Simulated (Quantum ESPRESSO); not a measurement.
Parts of the isotropic shielding in AgI, by PBE GIPAW on JTH datasets (Quantum ESPRESSO, modified build), 20 Ha, k-mesh 7×7×7 shifted:

```yaml
crystal:
  lattice:
    - [0.00000, 3.28210, 3.28210]
    - [3.28210, 0.00000, 3.28210]
    - [3.28210, 3.28210, 0.00000]
  atoms:
    - { symbol: Ag, position: [0.00000, 0.00000, 0.00000] }
    - { symbol: I, position: [0.75000, 0.75000, 0.75000] }
```
Geometry: a computed entry of the Materials Project; it was not checked against measured cells. It is AgI in F-43m. Stability against distortions was not tested. The run has no spin polarisation.

The core term is that of the free atom's frozen core; the paramagnetic column sums the reconstruction terms. These are absolute shieldings with no macroscopic susceptibility term; δ = σ_ref − σ needs a reference computed alike. By our sweeps, such settings leave a few ppm in absolute σ on light atoms and up to some 20 ppm from Zn on. No spin–orbit coupling; I is the heaviest element present. No d partial waves on I: the paramagnetic term there is incompletely reconstructed. Static lattice: thermal averaging is not included.

| site | core | bare (smooth current) | diamagnetic correction | paramagnetic corrections | σ_iso (ppm) |
|---|---|---|---|---|---|
| Ag (atom 1) | 4673.9 | 34.1 | 110.2 | [?] | [?] |
| I (atom 2) | 5697.1 | 58.2 | -7.4 | [?] | [?] |

Question: What belongs in the gaps?

Answer: 
- Ag (atom 1), paramagnetic corrections: -2056.4
- Ag (atom 1), σ_iso (ppm): 2761.7
- I (atom 2), paramagnetic corrections: -729.1
- I (atom 2), σ_iso (ppm): 5018.7
